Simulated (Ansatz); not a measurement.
Ansatz input

```yaml
crystal:
  lattice:
    - [3.1227964371, 0.0, 0.0]
    - [0.0, 3.1227964371, 0.0]
    - [0.0, 0.0, 3.1227964371]
  atoms:
    - { symbol: In, position: [0.0, 0.0, 0.0] }
hamiltonian:
  xc: r2scan
  pseudopotentials:
    kind: paw
    azcp:
      In: "pseudopotentials/In.paw.azcp"
basis:
  ecutwfc: 500
  fft_grid_basis: typed
kpoints:
  mp_grid: { grid: [12, 12, 12], shift: [0, 0, 0] }
magnetization:
  spin_polarized: false
scf:
  occupations: { method: fermi_dirac, width: 0.1 }
  lower_state_search: "off"
output:
  stress: true
  write_density: true
  write_potential: true
  elf: true
  volumetric_format: npy
```

Terminal output

```
Engine: ansatz 0.2.0, x86_64-unknown-linux-gnu
Pseudopotentials: kind: paw
Pseudopotential: In, paw, valence charge 13, recommended cutoff 500 eV (meta_gga) 
Functional definition: r2SCAN
  parameter k0 = 0.174
  parameter k1 = 0.065
  parameter a1 = 4.9479
  exchange = r2scan_x(k0 = k0, k1 = k1, a1 = a1)
  correlation = r2scan_c
Crystal: 1 atoms, lattice volume = 30.453 Å³
Basis set: ecut = 500 eV, 751 PW (Γ), exchange–correlation on 96×96×96 points (64 copies of the dense FFT grid, shifted against one another)
Bands: 11, of which v1, the nominal top of the filled ones, is band 7 counted from 1 (6 counted from 0)
Symmetry: 48 space group operations
Space group: Pm-3m (ITA 221), of the structure as read, at distance tolerance 3.1e-5 Å
k-points: 84 of 1728
Non-local potential: In, projectors of the file, l = 0: 2, l = 1: 2, l = 2: 2, l = 3: 2
PAW form: soft (Blöchl's): semilocal exchange-correlation on the pseudo side does not see the compensation charge
PAW frozen core: In, regenerated for the run's functional (the file was generated under x = pbe(κ = 0.804, μ = 0.2195149727645171), c = pbe(β = 0.06672455060314922))
PAW one-centre angular grid: In, 590 points (default); XC on 289 of its mesh's 2783 points in the sphere
Initial density: superposition of atomic densities (neutral atoms: chi_scale 0, normalization atom), corrected by the library's trained network
Initial wavefunctions: pseudopotential atomic-orbital guess
Functional: x = r2scan, c = r2scan; τ floored in thin density (d = 2e-4 eV/Å³)
SCF iter   1: F=-5611.756966 eV  HF=-5611.756634 eV  |F-HF|=3.32e-4  |Δ(HF+E_count)|=         —  Δρ=7.21e-3  dr2=8.63e-3  dr2_τ=1.45e-3  ethr=1.77e-3  ⟨swp⟩=5.1  Hψ=5761  notcnv=0
SCF iter   2: F=-5611.759592 eV  HF=-5611.760206 eV  |F-HF|=6.14e-4  |Δ(HF+E_count)|=   3.57e-3  Δρ=3.02e-3  dr2=1.51e-3  dr2_τ=7.59e-5  ethr=6.64e-5  ⟨swp⟩=2.9  Hψ=2476  notcnv=0  defer=11
SCF iter   3: F=-5611.759999 eV  HF=-5611.760001 eV  |F-HF|=1.94e-6  |Δ(HF+E_count)|=   2.05e-4  Δρ=3.45e-4  dr2=1.57e-5  dr2_τ=1.51e-6  ethr=1.16e-5  ⟨swp⟩=2.3  Hψ=1434  notcnv=0  defer=11
SCF iter   4: F=-5611.760001 eV  HF=-5611.760000 eV  |F-HF|=1.83e-7  |Δ(HF+E_count)|=   4.81e-7  Δρ=3.37e-5  dr2=3.54e-7  dr2_τ=6.79e-8  ethr=1.21e-7  ⟨swp⟩=2.0  Hψ=1051  notcnv=0  defer=11
iter 5 did not close the SCF: its close was put off for the readings that it lacked (scf_convergence_deferred on its scf_iter line)
SCF iter   5: F=-5611.760001 eV  HF=-5611.760001 eV  |F-HF|=1.48e-8  |Δ(HF+E_count)|=   2.76e-7  Δρ=1.67e-5  dr2=4.13e-8  dr2_τ=3.43e-9  ethr=2.72e-9  ⟨swp⟩=2.0  Hψ=1460  notcnv=0  defer=11
SCF iter   6: F=-5611.760001 eV  HF=-5611.760001 eV  |F-HF|=1.17e-9  |Δ(HF+E_count)|=   2.35e-8  Δρ=1.85e-6  dr2=1.30e-9  dr2_τ=7.32e-11  ethr=3.18e-10  ⟨swp⟩=7.5  Hψ=6487  notcnv=0
SCF 1 converged in 6 iterations: F = -5611.760001 eV  dr2 = 1.30e-9
SCF converged after 6 iterations
Free energy (F): -5611.760001 eV
Harris-Foulkes:  -5611.760001 eV  (|F-HF|=1.17e-9)
Internal energy: -5611.742846 eV  (E = F + TS)
E sigma→0 (E₀):  -5611.751424 eV
Entropy (-TS):   -0.017154 eV (-17.154 meV/atom)
Fermi energy:    8.030956 eV
--- Per-component energies (eV) ---
  E_band       = -57.220088
  E_kinetic    = 240.596712
  E_local      = -1206.639696  (includes V_loc(G=0)·N_el)
  E_nonlocal   = 366.408011
  E_hartree    = 475.028835
  E_xc         = -200.954605
  E_vxc        = -106.867212  (∫ρ·V_xc dr)
  E_paw        = -4181.619761  (= ΣΔE_a)
  E_vpaw       = -308.413824  (= ΣTr[D̂ρ^β])
  E_aug_tail   = 0.000008  (compensation charges beyond the density's cutoff)
  E_vtau       = 7.638924  (kinetic-family band-sum trace: ∫τ·v_τ [+ j·A + Jᵃ·Aᵃ] dr)
  E_ewald      = -1105.527896
  E_core_change = 0.965546  (= ΣΔE_core)
  E_smearing   = -0.017154  (= −TS)
  E_closure    = -0.000000  (closes the sum)
  Σ components = -5611.760001   (vs F -5611.760001, Δ=0.00e0)
--- Stress (GPa, compression-positive) ---
       -2.471083       0.000000       0.000000
       -0.000000      -2.471083       0.000000
        0.000000       0.000000      -2.471083
  P = ⅓ Tr σ = -2.4711 GPa (-24.711 kbar)
--- Band table (eV; the first three rows and the last of 84) ---
  k-point 0: bands = ["-7.4393", "-7.4393", "-6.8047", "-6.8047", "-6.8047", "-1.0042", "15.3727", "15.3727", "15.3727", "18.5110", "18.5110"]
  k-point 1: bands = ["-7.4366", "-7.4086", "-6.8165", "-6.8165", "-6.8037", "-0.8876", "13.9264", "15.5051", "15.5051", "18.5886", "19.2899"]
  k-point 2: bands = ["-7.4294", "-7.3254", "-6.8485", "-6.8485", "-6.8010", "-0.5357", "11.6536", "15.8922", "15.8922", "18.8228", "19.6983"]
  k-point 83: bands = ["-7.1973", "-7.1973", "-7.1973", "-6.6080", "-6.6080", "10.0515", "10.0515", "10.0515", "10.6117", "15.3892", "15.3892"]
```

Command:

```sh
ansatz run input.yaml --threads 1 --pin off --max-ram 3584MiB --backend cpu --events-out ev --progress --plain --runs-dir out
```

On 1 thread of Intel(R) Xeon(R) Platinum 8259CL CPU @ 2.50GHz (Skylake/Cascade Lake) (shared host) this took about 8 s of wall time and 8 s of CPU time.
